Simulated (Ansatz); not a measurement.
P$_{2}$W in space group Cmc2_1 (No. 36; P on 4a, P on 4a, W on 4a) under volume change, LDA (plane waves, PAW; program Ansatz), shape and atoms relaxed at each volume.

```csv
V (Å³/atom),E − E(relaxed) (meV/atom),P (GPa)
12.984,88.2,23.69
13.412,37.3,14.66
13.840,(withheld),(withheld)
14.268,0.0,0.00
14.696,8.0,-5.84
15.124,(withheld),(withheld)
15.552,65.1,-15.04
```

**Question.** Complete the blanks.

**Answer.** 
- 15.124, E − E(relaxed) (meV/atom): 30.4
- 15.124, P (GPa): -10.82
- 13.840, E − E(relaxed) (meV/atom): 8.9
- 13.840, P (GPa): 6.80

**Question.** What does a third-order Birch–Murnaghan fit give for V₀, B₀ and B′?

**Answer.** V₀ = 14.27 Å³/atom, B₀ = 208 GPa, B′ = 4.0.

The workflow started from a Materials Project entry (that database holds measured and hypothetical structures alike); the Crystallography Open Database files this formula in space group No. 36, but the cells were not matched. Whether it is the stable phase at ambient conditions was not checked. The LDA relaxation kept the symmetry of its start; whether a distortion lowers the energy is not shown. The run is not spin-polarised. Spin–orbit coupling is left out wherever it is not named.

Potentials: the earlier of the program's two PAW sets. The files were generated under PBE; for other functionals the program regenerates the frozen cores, and for LDA and PBEsol the local potential too.
